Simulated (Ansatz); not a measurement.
YIn₆Cu₆ in space group Immm (No. 71; Pearson symbol oI26), the program Ansatz at the PBE level (PAW), all energies at zero smearing, with the estimated change up to a 700 eV cutoff added, with one set of potentials and settings (totals compare only within such a set). Cell of 13 atoms (1 Y, 6 In, 6 Cu): -77188.669 eV.

```tsv
element	reference phase	E (eV/atom)
Y	P6_3/mmc, 2 atoms in the cell	-3848.6668
In	I4/mmm, 1 atoms in the cell	-5597.8481
Cu	Fm-3m, 1 atoms in the cell	-6625.1757
```

Formation energy per atom, worked out: (-77188.669 − 1×(-3848.6668) − 6×(-5597.8481) − 6×(-6625.1757))/13 = -0.143 eV/atom (-14 kJ per mol of atoms), at 0 K, without zero-point energy or fitted corrections.

The workflow started from a Materials Project entry (that database holds measured and hypothetical structures alike); the Crystallography Open Database copy checked does not list it. Whether it is the stable phase at ambient conditions was not checked. The PBE relaxation kept the symmetry of its start; its stability against distortions is not shown here. The run is not spin-polarised. The references are the lowest solids computed at this level, not always the standard phases.

Potentials: the later of the program's two PAW sets.
